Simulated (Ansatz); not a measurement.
Here is the system:

Starting cell, BN (h-BN type, space group P6_3/mmc):

```yaml
crystal:
  lattice:
    - [2.50580, 0.00000, 0.00000]
    - [-1.25290, 2.17009, 0.00000]
    - [0.00000, 0.00000, 6.61621]
  atoms:
    - { symbol: B, position: [0.33333, 0.66667, 0.25000] }
    - { symbol: B, position: [0.66667, 0.33333, 0.75000] }
    - { symbol: N, position: [0.33333, 0.66667, 0.75000] }
    - { symbol: N, position: [0.66667, 0.33333, 0.25000] }
```

In this cell atom 1 (B, nearest neighbour N at 1.447 Å; its periodic images, 2.5 Å or more away, move with it) is moved by s along Cartesian x, unit vector (1.000, 0.000, 0.000); all other atoms and the cell stay fixed.

Computed with PBE-D3(BJ) (plane waves to 420 eV, PAW, scalar-relativistic; Ansatz, a first-principles code). k mesh 12×12×4 (Γ-centred), Fermi-Dirac smearing 0.05 eV. Energies are smeared free energies. BN was relaxed with its symmetry unable to fall. The PAW data are Ansatz's earlier set. ΔE is measured from the undisplaced structure.

The scan covers s from -0.140 to 0.140 Å in 11 points.

Q: Is this a single well or a double well?

A: A single well with its minimum at or next to zero displacement.

Q: Is the energy the same for equal positive and negative displacements?

A: Even: the same for both signs. With its periodic images moving along, the atom's site symmetry in this cell is -6m2.

Q: What is the force constant k = d²E/ds² of this move at s = 0?

A: 41.2 eV/Å².

(For displaced atoms, the force is minus the slope of the energy, and its curvature is a force constant, which sets phonon frequencies.)
